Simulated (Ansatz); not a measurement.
Starting structure of a cell relaxation (symmetry kept):

```
Ga Sb
1.0
    -2.24645    2.24645    4.13518
     2.24645   -2.24645    4.13518
     2.24645    2.24645   -4.13518
Ga Sb
3 1
Cartesian
  0.0000 2.2464 2.0676
  2.2464 0.0000 2.0676
  0.0000 0.0000 4.1352
  0.0000 0.0000 0.0000
```

All numbers below come from DFT PBE, scalar-relativistic, plane waves, PAW in Ansatz.

Settings: cutoff 420 eV, Γ-centred mesh 14×14×14 on the computed 4-atom cell, Gaussian smearing of 0.10 eV; no spin polarisation.

Problem. What does it relax to?

Solution. The volume goes up by 1.19 Å³/atom to 22.05 Å³/atom, and the energy falls by 9.9 meV/atom. Final structure:
```
Ga Sb
1.0
    -2.28697    2.28697    4.21669
     2.28697   -2.28697    4.21669
     2.28697    2.28697   -4.21669
Ga Sb
3 1
Direct
  0.75000 0.25000 0.50000
  0.25000 0.75000 0.50000
  0.50000 0.50000 0.00000
  0.00000 0.00000 0.00000
```

Course of the relaxation (steps run on the plane waves of an earlier cell, and the basis is chosen afresh near the end, so energy and pressure can step there; trial steps that raised the energy were taken back; energies are free energies):

```tsv
step	E − E_final (meV/atom)	P (GPa)	V (Å³/atom)
1	9.9	2.83	20.87
2	0.7	-0.46	22.29
3	0.3	-0.05	22.08
4	0.3	0.00	22.05
5	0.0	-0.01	22.05
```

Cost: 1 run of about 1.5 core-minutes, on Intel Xeon 6975P-C (Granite Rapids) (shared hosts).